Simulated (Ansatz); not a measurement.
What DFT gives for LaSI

```yaml
crystal:
  lattice:
    - [4.31261, 0.00000, 0.00000]
    - [0.00000, 4.31261, 0.00000]
    - [0.00000, 0.00000, 9.89611]
  atoms:
    - { symbol: I, position: [0.25000, 0.25000, 0.64900] }
    - { symbol: I, position: [0.75000, 0.75000, 0.35100] }
    - { symbol: La, position: [0.25000, 0.25000, 0.20600] }
    - { symbol: La, position: [0.75000, 0.75000, 0.79400] }
    - { symbol: S, position: [0.75000, 0.25000, 0.00000] }
    - { symbol: S, position: [0.25000, 0.75000, 0.00000] }
```

Method: PBEsol, spin-orbit coupling; PAW, plane waves to 420 eV, 8×8×4 Γ-centred mesh, fermi-dirac occupations (width 0.1 eV) (Ansatz 0.2.0), atoms fixed.

The state carries no moments; the state need not be the lowest.

(1) What happens at the Fermi level?

(2) What does the stress say?

(3) Which element gives electrons and which takes them?

(4) Which atom feels the largest force, and which way?

Origin: a known structure type with other elements, at an estimated volume, so it need not be a known compound. Caveats: atoms or cell far from equilibrium; f levels without a U or exact exchange are poorly placed.

## Answers

(1) It is a metal, with about 2 states/eV a cell as the mean within 0.25 eV of the Fermi level, mostly S p (51 %), La d (26 %) and La f (18 %).

(2) The pressure is -2.6 GPa (compression positive), so with the atoms held at these fractions the cell would first shrink; the forces are large, so a full relaxation may end otherwise. The principal stresses -10.0, 1.1, 1.1 GPa differ, so its shape would change too.

(3) Bader charges in e: La +1.66, S -0.96, I -0.70. In the mean La gives up most and S takes most.

(4) The largest is on La3 (and as large on other atoms): 2.81 eV/Å, components (0.00, 0.00, -2.81). It makes 47° with the line to a nearest neighbour, S5 at 2.97 Å.
